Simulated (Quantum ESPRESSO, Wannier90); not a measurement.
**Wannierisation of KF (rock salt)**

```
begin unit_cell_cart
ang
    0.0000000000    2.6544150000    2.6544150000
    2.6544150000    0.0000000000    2.6544150000
    2.6544150000    2.6544150000    0.0000000000
end unit_cell_cart
begin atoms_frac
K    0.0000000000  0.0000000000  0.0000000000
F    0.5000000000  0.5000000000  0.5000000000
end atoms_frac
```

Structure: Materials Project mp-463, symmetrised, not relaxed again. COD (Crystallography Open Database) has an entry of this formula and space group (matched by these alone). Level: LDA, no spin polarisation, no spin-orbit coupling; pw.x of Quantum ESPRESSO at 68 Ry with PseudoDojo potentials, 10×10×10 k-points, Wannier90. Density: 10×10×10 mesh, cold smearing 0.01 Ry.

Bands 2,6-8 form an isolated set from -18.31 to 0.00 eV relative to the valence-band maximum (on the path) and are turned into 4 Wannier functions by minimising the spread from the start: sp3 on F. Bands 3–5 (K 3p 98 %) lie between the kept ones and are excluded.

Centres (Cartesian, Å; one of the equivalent choices) and spreads:

```csv
n,x,y,z,spread (Å²),nearest atom
1,2.816,2.816,2.816,0.629,F2
2,2.816,2.493,2.493,0.629,F2
3,2.493,2.816,2.493,0.629,F2
4,2.493,2.493,2.816,0.629,F2
```

Ω_I = 2.21 Å², Ω_total = 2.52 Å²; the interpolated bands follow pw.x to 0.3 meV rms on the path. It is the lowest total spread that any start reached here.
